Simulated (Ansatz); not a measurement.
LiCl:
```cif
data_Cl2Li2
_chemical_formula_sum 'Li2 Cl2'
_space_group_name_H-M_alt 'P63mc'
_space_group_IT_number 186
_space_group_name_Hall 'P 6c -2c'
_cell_length_a 3.88373
_cell_length_b 3.88373
_cell_length_c 6.17194
_cell_angle_alpha 90.000
_cell_angle_beta 90.000
_cell_angle_gamma 120.000
loop_
_atom_site_label
_atom_site_type_symbol
_atom_site_symmetry_multiplicity
_atom_site_Wyckoff_symbol
_atom_site_fract_x
_atom_site_fract_y
_atom_site_fract_z
_atom_site_occupancy
Li1 Li 2 b 0.33333 0.66667 0.37891 1
Cl1 Cl 2 b 0.66667 0.33333 0.49609 1
```

Relaxed with PBEsol. DFT-PBEsol in the program Ansatz with PAW potentials gives a gap of 5.84 eV.

### Question
What gap does HSE06 give on the same cell (Ansatz, PAW)?

### Answer
7.39 eV, 1.55 eV more. The hybrid was solved on a coarser mesh and at special points; its gap is the smallest among all of these.

```tsv
k	v1 PBEsol	c1 PBEsol	v1 HSE06	c1 HSE06
Γ	0.00	5.84	0.00	7.39
A	-0.29	7.18	___	___
K	-0.89	7.53	___	___
H	-0.45	8.52	-0.47	10.14
M	-0.39	7.67	___	___
L	-0.63	7.19	___	___
```

### Question
Top valence (v1) and lowest conduction level (c1) in eV from each method's valence maximum (which need not be a listed point): supply the withheld HSE06 values.

### Answer

- M, v1 HSE06: -0.42
- M, c1 HSE06: 9.23
- L, v1 HSE06: -0.66
- L, c1 HSE06: 8.74
- A, v1 HSE06: -0.31
- A, c1 HSE06: 8.76
- K, v1 HSE06: -0.94
- K, c1 HSE06: 9.05

Cost on shared cores: the PBEsol run (SCF on a 8×8×5 mesh, then bands and DOS) very roughly 18 core-seconds, the HSE06 run (SCF on 6×6×4, then a few points) about 2.3 core-minutes (a rough figure); the tasks are unlike.

Space group P6_3mc (wurtzite). The workflow started from a Materials Project entry (that database holds measured and hypothetical structures alike); the Crystallography Open Database copy checked does not list it. It is not the phase usual at ambient conditions (space group No. 225). Symmetry was held in the PBEsol relaxation; its stability against distortions is not shown here.

Potentials: the later of the program's two PAW sets.
